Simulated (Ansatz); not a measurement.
LuH2 (fluorite, Fm-3m), plane-wave PAW PBE (Ansatz code), all energies at zero smearing, with the estimated change up to a 700 eV cutoff added, with one set of potentials and settings (totals compare only within such a set). Cell of 3 atoms (1 Lu, 2 H): -14766.145 eV.

```json
[
 {"element": "Lu", "reference phase": "P6_3/mmc, 2 atoms in the cell", "E (eV/atom)": "-14732.4262"},
 {"element": "H", "reference phase": "Cmce, 4 atoms in the cell", "E (eV/atom)": "-15.8838"}
]
```

Formation energy per atom, worked out: (-14766.145 − 1×(-14732.4262) − 2×(-15.8838))/3 = -0.650 eV/atom (-63 kJ per mol of atoms), at 0 K, without zero-point energy or fitted corrections.

The first step of the workflow began from a Materials Project structure, measured or hypothetical; the Crystallography Open Database files this formula in space group No. 225, but the cells were not matched. Whether it is the stable phase at ambient conditions was not checked. The cell was relaxed with PBE under the symmetry of its start; its stability against distortions is not shown here. The references are the lowest solids computed at this level, not always the standard phases (solids in place of the gases). Scalar-relativistic: spin–orbit coupling is off unless named, which matters more the heavier the elements.

Potentials: the later of the program's two PAW sets.
